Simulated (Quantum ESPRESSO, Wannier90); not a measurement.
**Wannier functions of TePb (rock salt)**

```xyz
2
Lattice="0.0000 3.2709 3.2709 3.2709 0.0000 3.2709 3.2709 3.2709 0.0000" Properties=species:S:1:pos:R:3 pbc="T T T"
Te     0.0000     0.0000     0.0000
Pb     3.2709     3.2709     3.2709
```

Cell from Materials Project (mp-19717), symmetrised, no further relaxation. COD (Crystallography Open Database) has an entry of this formula and space group (matched by these alone). Computed values, not measurements, from PBEsol: Quantum ESPRESSO (norm-conserving PseudoDojo potentials, cutoff 66 Ry, no spin polarisation, no spin-orbit coupling) on a Γ-centred 8×8×8 mesh, then Wannier90. Density: 8×8×8 mesh, cold smearing 0.01 Ry. Spin-orbit coupling is left out although heavy elements are present.

The plane-wave run has 25 bands and 30 electrons a cell. On the energy scale of pw.x, whose zero is arbitrary, the valence-band maximum lies at 8.28 eV.

Isolated groups of bands, relative to the valence-band maximum (bands from 16 on overlap up to the last one computed):

| bands | from (eV) | to (eV) | filling | weight on atomic waves |
|---|---|---|---|---|
| 1–5 | -35.99 | -35.99 | filled | Te 4d 100 % |
| 6–10 | -16.61 | -16.53 | filled | Pb 5d 100 % |
| 11 | -11.73 | -10.03 | filled | Te 5s 75 %, Pb 6p 13 %, Pb 6s 10 % |
| 12 | -8.40 | -5.71 | filled | Pb 6s 74 %, Te 5p 14 %, Te 5s 11 % |
| 13–15 | -4.22 | 0.00 | filled | Te 5p 67 %, Pb 6p 26 %, Pb 6s 4 % |

Input w.win, without the blocks of cell, atoms and k-points (512 lines):

```
num_bands = 15
num_wann = 8
exclude_bands = 1-10
num_iter = 800
conv_tol = 1.0e-7
conv_window = 4
dis_num_iter = 1000
dis_conv_tol = 1.0e-7
dis_froz_max = 10.52
dis_win_max = 12.91
write_hr = true
write_u_matrices = true
begin projections
Te: s;p
Pb: s;p
end projections
mp_grid = 8 8 8
```

wannier90.x stops with:
```
dis_windows: Energy window contains fewer states than number of target WFs
```
At some k-point the outer window holds fewer bands than num_wann, so no subspace of that size can be extracted. Mended as below, all else unchanged, the run goes through (Ω_I = 13.7 Å²) and follows the plane-wave bands to 2.8 meV rms (states up to 1.7 eV relative to the valence-band maximum).
Remove the line dis_win_max = 12.91.
